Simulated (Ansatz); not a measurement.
CoMo:
Space group P4/mmm (No. 123); a = 2.623 Å, b = 2.623 Å, c = 3.680 Å, α = 90.00°, β = 90.00°, γ = 90.00°

| atom | site | symmetry | x | y | z |
|---|---|---|---|---|---|
| Co | 1a | 4/mmm | 0.0000 | 0.0000 | 0.0000 |
| Mo | 1d | 4/mmm | 0.5000 | 0.5000 | 0.5000 |

Relaxed at zero pressure with r²SCAN in the plane-wave PAW code Ansatz.

The volume is raised by 9 % and shape and atoms relax at that volume. What pressure results, and how do the axes share the change?

-19.7 GPa; a 2.8 %, b 2.8 %, c 3.1 %; the energy rises by 76 meV/atom.

Give the new structure.


Space group P4/mmm (No. 123); a = b = 2.6969 Å, c = 3.7948 Å, α = β = γ = 90.00°

```json
[
 {"atom": "Co", "site": "1a", "symmetry": "4/mmm", "x": "0.0000", "y": "0.0000", "z": "0.0000"},
 {"atom": "Mo", "site": "1d", "symmetry": "4/mmm", "x": "0.5000", "y": "0.5000", "z": "0.5000"}
]
```

The phase is kept; no other phase was compared at this pressure.

The start of the workflow was typed in or built on a structure type; neither database checked (COD, Materials Project) lists it. Its standing as an ambient phase is unchecked. The r²SCAN relaxation kept the symmetry of its start; whether a distortion lowers the energy is not shown. The workflow began spin-polarised and lost its moments. Its formation energy is positive at this level, so the cell may be metastable or incomplete. Axis ratios of metals converge slowly with the k-mesh, so a and c are less sure than the volume.

Potentials: the later of the program's two PAW sets.
